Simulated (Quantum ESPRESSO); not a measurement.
# Ga7InP8: one run as intended and one with a planted mistake

Simulated, not a measurement. The program is pw.x of Quantum ESPRESSO 7.5 (plane-wave density functional theory). The cell is made up: 16 atoms on a doubled zincblende/diamond lattice, with randomly drawn elements, strain and displacements, not relaxed. PseudoDojo standard norm-conserving files (v0.5 for PBE, v0.4.1 for LDA and PBEsol) set the functional; there is no spin polarisation, spin-orbit coupling or dispersion term, and the masses in the input are unused placeholders.

Intended input:

```
&control calculation='scf', pseudo_dir='./dojo.nc.sr.pbe.v0_5.standard.upf', outdir='./o', disk_io='low', tprnfor=.true., tstress=.true. /
&system ibrav=0, nat=16, ntyp=3, nbnd=78, ecutwfc=79.96652505, nosym=.true., tot_charge=0,
 occupations='smearing', smearing='fd', degauss=0.0018374661
/
&electrons conv_thr=7.350e-09, electron_maxstep=60, /
ATOMIC_SPECIES
Ga 1.0 Ga.upf
In 1.0 In.upf
P 1.0 P.upf
CELL_PARAMETERS angstrom
5.4125 0.0089 0.0115
0.0089 5.4396 -0.0259
0.023 -0.0517 11.1773
ATOMIC_POSITIONS angstrom
Ga -0.0146 -0.0109 -0.04
Ga -0.0144 2.7125 2.8761
Ga 2.7063 0.0363 2.8273
Ga 2.7209 2.7084 0.0032
Ga 0.0181 -0.0666 5.5559
In 0.1005 2.6305 8.3114
Ga 2.6899 -0.0593 8.4436
Ga 2.6425 2.7524 5.5763
P 1.3761 1.2924 1.4811
P 1.3766 4.0605 4.1482
P 4.0995 1.3627 4.111
P 4.1263 3.9907 1.3778
P 1.3445 1.3447 7.0044
P 1.3194 3.9938 9.7814
P 4.0793 1.2887 9.7546
P 4.0789 4.0191 7.0008
K_POINTS automatic
4 4 2 1 1 1
```

The log is shortened where brackets say so; the opening notice, blank lines, dates and the lines on written files are dropped, and the path of the files is cut. It prints rydbergs, bohrs and kilobars, and counts compression as positive stress.

Log of the intended run:

```
     Program PWSCF v.7.5
     Parallel version (MPI & OpenMP), running on       4 processor cores
     Number of MPI processes:                 4
     Threads/MPI process:                     1
     [start-up lines left out]
     bravais-lattice index     =            0
     lattice parameter (alat)  =      10.2282  a.u.
     unit-cell volume          =    2220.6788 (a.u.)^3
     number of atoms/cell      =           16
     number of atomic types    =            3
     number of electrons       =       144.00
     number of Kohn-Sham states=           78
     kinetic-energy cutoff     =      79.9665  Ry
     charge density cutoff     =     319.8661  Ry
     scf convergence threshold =      7.3E-09
     mixing beta               =       0.7000
     number of iterations used =            8  plain     mixing
     Exchange-correlation= PBE
                           (   1   4   3   4   0   0   0)
     [axes and pseudopotential details left out]
   Cartesian axes
     site n.     atom                  positions (alat units)
         1        Ga     tau(   1) = (  -0.0026974  -0.0020138  -0.0073903  )
         2        Ga     tau(   2) = (  -0.0026605   0.5011529   0.5313791  )
         3        Ga     tau(   3) = (   0.5000074   0.0067067   0.5223630  )
         4        Ga     tau(   4) = (   0.5027049   0.5003954   0.0005912  )
         5        Ga     tau(   5) = (   0.0033441  -0.0123048   1.0264905  )
         6        In     tau(   6) = (   0.0185681   0.4860029   1.5355880  )
         7        Ga     tau(   7) = (   0.4969774  -0.0109561   1.5600128  )
         8        Ga     tau(   8) = (   0.4882199   0.5085247   1.0302596  )
         9        P      tau(   9) = (   0.2542439   0.2387797   0.2736434  )
        10        P      tau(  10) = (   0.2543363   0.7502051   0.7664083  )
        11        P      tau(  11) = (   0.7574107   0.2517681   0.7595354  )
        12        P      tau(  12) = (   0.7623621   0.7373091   0.2545580  )
        13        P      tau(  13) = (   0.2484056   0.2484425   1.2941108  )
        14        P      tau(  14) = (   0.2437682   0.7378819   1.8071805  )
        15        P      tau(  15) = (   0.7536786   0.2380961   1.8022291  )
        16        P      tau(  16) = (   0.7536047   0.7425562   1.2934457  )
     number of k points=    16  Fermi-Dirac smearing, width (Ry)=  0.0018
                       cart. coord. in units 2pi/alat
        k(    1) = (   0.1245374   0.1247519   0.1213813), wk =   0.1250000
        k(    2) = (   0.1250538   0.1235982  -0.1207462), wk =   0.1250000
     [further k points left out]
     Dense  grid:   214519 G-vectors     FFT dimensions: (  60,  60, 125)
     Estimated max dynamical RAM per process >     544.04 MB
     Estimated total dynamical RAM >       1.97 GB
     Initial potential from superposition of free atoms
     starting charge     143.9763, renormalised to     144.0000
     Starting wfcs are  104 randomized atomic wfcs
     total cpu time spent up to now is        4.5 secs
     per-process dynamical memory:   382.7 Mb
     Self-consistent Calculation
     iteration #  1     ecut=    79.97 Ry     beta= 0.70
     Davidson diagonalization with overlap
     ethr =  1.00E-02,  avg # of iterations =  3.7
     Threshold (ethr) on eigenvalues was too large:
     Diagonalizing with lowered threshold
     Davidson diagonalization with overlap
     ethr =  4.34E-04,  avg # of iterations =  2.1
     total cpu time spent up to now is       19.9 secs
     total energy              =   -1314.49086044 Ry
     estimated scf accuracy    <       0.63848692 Ry
     iteration #  2     ecut=    79.97 Ry     beta= 0.70
     Davidson diagonalization with overlap
     ethr =  4.43E-04,  avg # of iterations =  5.9
     total cpu time spent up to now is       28.7 secs
     total energy              =   -1314.63403019 Ry
     estimated scf accuracy    <       0.16320625 Ry
     [iterations 3 to 10 left out]
     iteration # 11     ecut=    79.97 Ry     beta= 0.70
     Davidson diagonalization with overlap
     ethr =  4.52E-11,  avg # of iterations =  5.0
     total cpu time spent up to now is      109.8 secs
     total energy              =   -1314.67370838 Ry
     estimated scf accuracy    <       0.00000007 Ry
     iteration # 12     ecut=    79.97 Ry     beta= 0.70
     Davidson diagonalization with overlap
     ethr =  4.52E-11,  avg # of iterations =  2.0
     total cpu time spent up to now is      116.7 secs
     End of self-consistent calculation
     [lines on levels left out]
!    total energy              =   -1314.67370839 Ry
     estimated scf accuracy    <          3.1E-09 Ry
     smearing contrib. (-TS)   =      -0.00000000 Ry
     internal energy E=F+TS    =   -1314.67370839 Ry
     The total energy is F=E-TS. E is the sum of the following terms:
     one-electron contribution =    -582.98988189 Ry
     hartree contribution      =     401.79497705 Ry
     xc contribution           =    -366.53487052 Ry
     ewald contribution        =    -766.94393302 Ry
     convergence has been achieved in  12 iterations
     Forces acting on atoms (cartesian axes, Ry/au):
     atom    1 type  1   force =    -0.00256246    0.00243263    0.03277036
     atom    2 type  1   force =     0.02496273    0.00040350   -0.04800006
     atom    3 type  1   force =     0.02520155   -0.03841547   -0.01908130
     atom    4 type  1   force =    -0.00864600   -0.01330468    0.00962837
     atom    5 type  1   force =    -0.01600066    0.01605691    0.01189690
     atom    6 type  2   force =    -0.07877448    0.03662311    0.05476367
     atom    7 type  1   force =     0.00144829   -0.00591210   -0.01371701
     atom    8 type  1   force =     0.03144876   -0.02469382    0.00313994
     atom    9 type  3   force =    -0.02407535    0.02973445   -0.04032010
     atom   10 type  3   force =     0.00205740    0.01153029    0.00654452
     atom   11 type  3   force =    -0.02658315   -0.01338946    0.06711581
     atom   12 type  3   force =    -0.01728899    0.03407169    0.00815057
     atom   13 type  3   force =     0.09832511   -0.11021956   -0.10692767
     atom   14 type  3   force =     0.06608654    0.04332759    0.04430973
     atom   15 type  3   force =    -0.03066302   -0.01811452    0.03793632
     atom   16 type  3   force =    -0.04493628    0.04986943   -0.04821004
     Total force =     0.284693     Total SCF correction =     0.000308
     Computing stress (Cartesian axis) and pressure
          total   stress  (Ry/bohr**3)                   (kbar)     P=       51.49
   0.00040357  -0.00005293  -0.00001538           59.37       -7.79       -2.26
  -0.00005293   0.00039128   0.00009177           -7.79       57.56       13.50
  -0.00001538   0.00009177   0.00025531           -2.26       13.50       37.56
     init_run     :      4.27s CPU      4.42s WALL (       1 calls)
     electrons    :    110.28s CPU    112.25s WALL (       1 calls)
     forces       :      2.10s CPU      2.14s WALL (       1 calls)
     stress       :      6.32s CPU      6.45s WALL (       1 calls)
     [timing details left out]
     PWSCF        :   2m 3.05s CPU   2m 5.43s WALL
     JOB DONE.
```

A second run has one planted mistake: two atoms have their elements exchanged. The input lines that differ, file-writing options aside:

```
- Ga 0.0181 -0.0666 5.5559
+ P 0.0181 -0.0666 5.5559
- P 1.3761 1.2924 1.4811
+ Ga 1.3761 1.2924 1.4811
```

Its log:

```
     Program PWSCF v.7.5
     Parallel version (MPI & OpenMP), running on       4 processor cores
     Number of MPI processes:                 4
     Threads/MPI process:                     1
     [start-up lines left out]
     bravais-lattice index     =            0
     lattice parameter (alat)  =      10.2282  a.u.
     unit-cell volume          =    2220.6788 (a.u.)^3
     number of atoms/cell      =           16
     number of atomic types    =            3
     number of electrons       =       144.00
     number of Kohn-Sham states=           78
     kinetic-energy cutoff     =      79.9665  Ry
     charge density cutoff     =     319.8661  Ry
     scf convergence threshold =      7.3E-09
     mixing beta               =       0.7000
     number of iterations used =            8  plain     mixing
     Exchange-correlation= PBE
                           (   1   4   3   4   0   0   0)
     [axes and pseudopotential details left out]
   Cartesian axes
     site n.     atom                  positions (alat units)
         1        Ga     tau(   1) = (  -0.0026974  -0.0020138  -0.0073903  )
         2        Ga     tau(   2) = (  -0.0026605   0.5011529   0.5313791  )
         3        Ga     tau(   3) = (   0.5000074   0.0067067   0.5223630  )
         4        Ga     tau(   4) = (   0.5027049   0.5003954   0.0005912  )
         5        P      tau(   5) = (   0.0033441  -0.0123048   1.0264905  )
         6        In     tau(   6) = (   0.0185681   0.4860029   1.5355880  )
         7        Ga     tau(   7) = (   0.4969774  -0.0109561   1.5600128  )
         8        Ga     tau(   8) = (   0.4882199   0.5085247   1.0302596  )
         9        Ga     tau(   9) = (   0.2542439   0.2387797   0.2736434  )
        10        P      tau(  10) = (   0.2543363   0.7502051   0.7664083  )
        11        P      tau(  11) = (   0.7574107   0.2517681   0.7595354  )
        12        P      tau(  12) = (   0.7623621   0.7373091   0.2545580  )
        13        P      tau(  13) = (   0.2484056   0.2484425   1.2941108  )
        14        P      tau(  14) = (   0.2437682   0.7378819   1.8071805  )
        15        P      tau(  15) = (   0.7536786   0.2380961   1.8022291  )
        16        P      tau(  16) = (   0.7536047   0.7425562   1.2934457  )
     number of k points=    16  Fermi-Dirac smearing, width (Ry)=  0.0018
                       cart. coord. in units 2pi/alat
        k(    1) = (   0.1245374   0.1247519   0.1213813), wk =   0.1250000
        k(    2) = (   0.1250538   0.1235982  -0.1207462), wk =   0.1250000
     [further k points left out]
     Dense  grid:   214519 G-vectors     FFT dimensions: (  60,  60, 125)
     Estimated max dynamical RAM per process >     544.04 MB
     Estimated total dynamical RAM >       1.97 GB
     Initial potential from superposition of free atoms
     starting charge     143.9763, renormalised to     144.0000
     Starting wfcs are  104 randomized atomic wfcs
     total cpu time spent up to now is        4.6 secs
     per-process dynamical memory:   382.7 Mb
     Self-consistent Calculation
     iteration #  1     ecut=    79.97 Ry     beta= 0.70
     Davidson diagonalization with overlap
     ethr =  1.00E-02,  avg # of iterations =  3.9
     Threshold (ethr) on eigenvalues was too large:
     Diagonalizing with lowered threshold
     Davidson diagonalization with overlap
     ethr =  7.49E-04,  avg # of iterations =  2.1
     total cpu time spent up to now is       20.1 secs
     total energy              =   -1313.77925441 Ry
     estimated scf accuracy    <       1.07563076 Ry
     iteration #  2     ecut=    79.97 Ry     beta= 0.70
     Davidson diagonalization with overlap
     ethr =  7.47E-04,  avg # of iterations =  8.1
     total cpu time spent up to now is       31.7 secs
     total energy              =   -1310.98562902 Ry
     estimated scf accuracy    <      39.28118456 Ry
     [iterations 3 to 11 left out]
     iteration # 12     ecut=    79.97 Ry     beta= 0.70
     Davidson diagonalization with overlap
     ethr =  1.29E-10,  avg # of iterations =  2.9
     total cpu time spent up to now is      116.0 secs
     total energy              =   -1314.36601100 Ry
     estimated scf accuracy    <       0.00000004 Ry
     iteration # 13     ecut=    79.97 Ry     beta= 0.70
     Davidson diagonalization with overlap
     ethr =  2.46E-11,  avg # of iterations =  2.7
     total cpu time spent up to now is      123.3 secs
     End of self-consistent calculation
     [lines on levels left out]
!    total energy              =   -1314.36601100 Ry
     estimated scf accuracy    <          3.1E-09 Ry
     smearing contrib. (-TS)   =      -0.00046844 Ry
     internal energy E=F+TS    =   -1314.36554256 Ry
     The total energy is F=E-TS. E is the sum of the following terms:
     one-electron contribution =    -650.40771874 Ry
     hartree contribution      =     435.93083666 Ry
     xc contribution           =    -366.32761023 Ry
     ewald contribution        =    -733.56105026 Ry
     convergence has been achieved in  13 iterations
     Forces acting on atoms (cartesian axes, Ry/au):
     atom    1 type  1   force =    -0.00496032    0.00516936    0.01636191
     atom    2 type  1   force =     0.02059801    0.01079583   -0.03818558
     atom    3 type  1   force =     0.03124261   -0.04200266   -0.00622253
     atom    4 type  1   force =    -0.00994494   -0.01015976   -0.00623050
     atom    5 type  3   force =     0.00242796    0.02289379    0.01045715
     atom    6 type  2   force =    -0.07483163    0.03246534    0.06360788
     atom    7 type  1   force =    -0.00408655   -0.00113702   -0.00147986
     atom    8 type  1   force =     0.02291725   -0.02885734    0.00306557
     atom    9 type  1   force =    -0.02044811    0.03056452   -0.03519029
     atom   10 type  3   force =    -0.01022840    0.01330617    0.02404042
     atom   11 type  3   force =    -0.02458286   -0.01652237    0.07439785
     atom   12 type  3   force =    -0.01559725    0.02605412    0.01576303
     atom   13 type  3   force =     0.09693583   -0.11298645   -0.11781705
     atom   14 type  3   force =     0.06938435    0.04114888    0.02921144
     atom   15 type  3   force =    -0.03449919   -0.01516169    0.02181145
     atom   16 type  3   force =    -0.04432676    0.04442927   -0.05359089
     Total force =     0.284971     Total SCF correction =     0.000229
     Computing stress (Cartesian axis) and pressure
          total   stress  (Ry/bohr**3)                   (kbar)     P=       65.68
   0.00044736  -0.00006556  -0.00000560           65.81       -9.64       -0.82
  -0.00006556   0.00044582   0.00004526           -9.64       65.58        6.66
  -0.00000560   0.00004526   0.00044633           -0.82        6.66       65.66
     init_run     :      4.31s CPU      4.47s WALL (       1 calls)
     electrons    :    116.66s CPU    118.77s WALL (       1 calls)
     forces       :      2.09s CPU      2.13s WALL (       1 calls)
     stress       :      6.41s CPU      6.53s WALL (       1 calls)
     [timing details left out]
     PWSCF        :   2m 9.60s CPU   2m12.08s WALL
     JOB DONE.
```

|  | intended run | run with the mistake |
| --- | --- | --- |
| free energy (eV) | -17887.047 | -17882.861 |
| smearing term -TS (eV) | 0.0000 | -0.0064 |
| pressure (GPa) | 5.15 | 6.57 |
| largest force component (eV/Å) | 2.834 | 3.029 |
| largest change of a force component (eV/Å) |  | 0.474 |
| iterations | 12 | 13 |

For scale, a rerun of the intended cell at a cutoff of 1377 eV and k mesh 6 x 6 x 4 moved values by no more than 0.020 eV in energy, 0.03 GPa in stress and 0.002 eV/Å in force.